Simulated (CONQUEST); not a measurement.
Consider a self-consistent single point of SnTe (Fm-3m, 8 atoms in the cell; from Materials Project mp-1883, changed as shown).

```
CELL_PARAMETERS angstrom
      6.41383     0.00000     0.00000
      0.00000     6.41383     0.00000
      0.00000     0.00000     6.41383
ATOMIC_POSITIONS crystal
  Sn 0.00000 0.00000 0.00000
  Sn 0.00000 0.50000 0.50000
  Sn 0.50000 0.00000 0.50000
  Sn 0.50000 0.50000 0.00000
  Te 0.50000 0.00000 0.00000
  Te 0.50000 0.50000 0.50000
  Te 0.00000 0.00000 0.50000
  Te 0.00000 0.50000 0.00000
```

Level of theory: LDA (PW92), numerical atomic orbitals double-zeta with polarisation (the shipped basis), PseudoDojo norm-conserving potentials made for LDA run with CONQUEST.

CONQUEST settings:

- basis: DZP
- Diag.MPMeshX, Y, Z: 4 4 4
- potentials: PseudoDojo norm-conserving LDA
- Grid.GridCutoff: 140 Ha
- DM.SolutionMethod: diagon
- Diag.kT: 0.003675 Ha
- Diag.GammaCentred: true
- minE.SCTolerance: 1.0e-07
- SC.MaxIters: 100
- SC.LinearMixingFactor: 0.3
- AtomMove.TypeOfRun: static

Results:

Number of valence electrons: 120
Number of bands: 144
Number of k-points after the program's reduction: 51
Size of the basis: 144
Number of SCF iterations: 8
FFT grid: 72 × 72 × 72
Free energy E − TS: -19941.1142 eV
Pressure: -3.29 GPa

Stress (GPa, positive for compression):
```
-3.29   0.00   0.00
 0.00  -3.29   0.00
 0.00   0.00  -3.29
```

For comparison: a first run was changed to give this one (volume scaled by 1.02), and from it to this one the free energy goes up by 12.1 meV/atom and the pressure goes from -2.68 to -3.29 GPa.

Spin-orbit coupling is left out, which matters for bands and gaps with elements this heavy. The program uses no crystal symmetry, so grid and mesh can part values that symmetry would make equal. The atom-centred basis is finite, which shifts total energies and pressures against plane waves. The structure comes from a collection of computed structures, made at another level of theory; the collection holds predicted forms beside known ones. No clean gap shows at this smearing width and mesh (spacing up to 0.24 Å⁻¹); the mesh is coarse for partly filled bands, so the values carry mesh errors. Semi-local functionals can close small gaps.

Cost on one core: very roughly 70 core-seconds.
